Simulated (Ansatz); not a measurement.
AlPd$_{3}$N:
```yaml
crystal:
  lattice:
    - [4.10648, 0.00000, 0.00000]
    - [0.00000, 4.10648, 0.00000]
    - [0.00000, 0.00000, 4.10648]
  atoms:
    - { symbol: Al, position: [0.00000, 0.00000, 0.00000] }
    - { symbol: Pd, position: [0.00000, 0.50000, 0.50000] }
    - { symbol: Pd, position: [0.50000, 0.00000, 0.50000] }
    - { symbol: Pd, position: [0.50000, 0.50000, 0.00000] }
    - { symbol: N, position: [0.50000, 0.50000, 0.50000] }
```

Relaxed with r²SCAN.

Map the valence electron density (e/Å³), cut off at 1 on the plane through (0.000, 0.000, 0.000) spanned by u = [1, 0, 0] and v = [0, 1, 1] in lattice vectors, from DFT-r²SCAN in the program Ansatz with PAW potentials.

x is the fraction of u, y of v (the angle between them is 90°; rows are the nearest grid lines); atoms in the plane: Al at (0.00, 0.00), Pd at (0.00, 0.50), N at (0.50, 0.50).
```
y \ x   0.000  0.0952  0.190  0.286  0.381  0.476  0.524  0.619  0.714  0.810  0.905   1.00
------  -----  ------  -----  -----  -----  -----  -----  -----  -----  -----  -----  -----
1.00    0.042   0.064  0.151  0.156  0.121  0.104  0.104  0.121  0.156  0.151  0.064  0.042
0.931   0.066   0.101  0.168  0.158  0.130  0.118  0.118  0.130  0.158  0.168  0.101  0.066
0.862   0.160   0.171  0.173  0.158  0.154  0.159  0.159  0.154  0.158  0.173  0.171  0.160
0.759   0.196   0.179  0.152  0.150  0.185  0.223  0.223  0.185  0.150  0.152  0.179  0.196
0.690   0.441   0.347  0.208  0.177  0.253  0.343  0.343  0.253  0.177  0.208  0.347  0.441
0.621    1.00    1.00  0.531  0.332  0.642   1.00   1.00  0.642  0.332  0.531   1.00   1.00
0.552    1.00    1.00   1.00  0.660   1.00   1.00   1.00   1.00  0.660   1.00   1.00   1.00
0.448    1.00    1.00   1.00  0.660   1.00   1.00   1.00   1.00  0.660   1.00   1.00   1.00
0.379    1.00    1.00  0.531  0.332  0.642   1.00   1.00  0.642  0.332  0.531   1.00   1.00
0.310   0.441   0.347  0.208  0.177  0.253  0.343  0.343  0.253  0.177  0.208  0.347  0.441
0.241   0.196   0.179  0.152  0.150  0.185  0.223  0.223  0.185  0.150  0.152  0.179  0.196
0.138   0.160   0.171  0.173  0.158  0.154  0.159  0.159  0.154  0.158  0.173  0.171  0.160
0.0690  0.066   0.101  0.168  0.158  0.130  0.118  0.118  0.130  0.158  0.168  0.101  0.066
0.000   0.042   0.064  0.151  0.156  0.121  0.104  0.104  0.121  0.156  0.151  0.064  0.042
```

The density is the valence pseudo-density with augmentation charge, so density and ELF within about 1 Å of a nucleus are not all-electron values.

Space group Pm-3m (anti-perovskite). The start of the workflow was typed in or built on a structure type; neither database checked (COD, Materials Project) lists it. Whether it is the stable phase at ambient conditions was not checked. The r²SCAN relaxation kept the symmetry of its start; whether a distortion lowers the energy is not shown. No spin polarisation was allowed. The volume moved by 16 % from the start of the relaxation.

Potentials: the earlier of the program's two PAW sets. The files were generated under PBE; for other functionals the program regenerates the frozen cores, and for LDA and PBEsol the local potential too.
